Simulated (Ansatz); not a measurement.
An element in the fcc structure gives these cold pressures by all-electron LAPW under LDA (Ansatz 0.2.0, scalar-relativistic, no spin polarisation).

```
V (Å³/atom)  P (GPa)
      13.85     0.04
      13.02     29.2
      12.19     70.9
      11.08    155.7
       9.97    294.3
       8.86    525.7
       7.62    993.7
       6.23     2066
```

Which element is it?

Ir. Its zero-pressure volume in this structure is near 13.8 Å³/atom; the volume and the steepness of P(V) together point to it, though neighbours can come close. Neighbours weren't tried against these numbers.
